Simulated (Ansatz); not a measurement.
Is this Mg3Cd2S5 structure a true minimum?

The structure comes from a generated guess, relaxed at this level; another structure or a mixture of phases may lie lower.

All numbers below come from DFT PBE, scalar-relativistic, plane waves, PAW (Ansatz 0.2.0). Cutoff 420 eV; k points 10×10×10 on the computed 10-atom cell (Γ-centred); Gaussian smearing, width 0.02 eV; no spin polarisation.

The cell below (10 atoms, space group I4/mmm (No. 139)) is relaxed within its symmetry.

```xyz
10
Lattice="-1.8903 1.8903 13.3942 1.8903 -1.8903 13.3942 1.8903 1.8903 -13.3942" Properties=species:S:1:pos:R:3 pbc="T T T"
Mg    0.0000    0.0000   15.9860
Mg    0.0000    0.0000   10.8024
Mg    0.0000    0.0000    0.0000
Cd    0.0000    0.0000    5.3145
Cd    0.0000    0.0000   21.4740
S     0.0000    0.0000   18.6610
S     0.0000    0.0000    8.1274
S     0.0000    0.0000   24.2109
S     0.0000    0.0000   13.3942
S     0.0000    0.0000    2.5776
```

For the test it was strained at random (σ = 1.5 % a component), the atoms were moved at random (σ = 0.05 Å), and all was relaxed again on a coarse 4×4×4 mesh (in the run’s order of axes) with 0.10 eV smearing, with no symmetry imposed.

Q: Does it come back?

A: It returns, within 1 meV/atom of the unmoved cell on that mesh and with the same symmetry when read at 0.1 Å. So it is stable against the distortions that fit this cell and that this random move excites. Modes that don't fit the cell aren't tested. Another cell of Mg3Cd2S5 relaxed alike, in I-4m2, lies 61 meV/atom lower, so this cell isn't the stable form at this level.
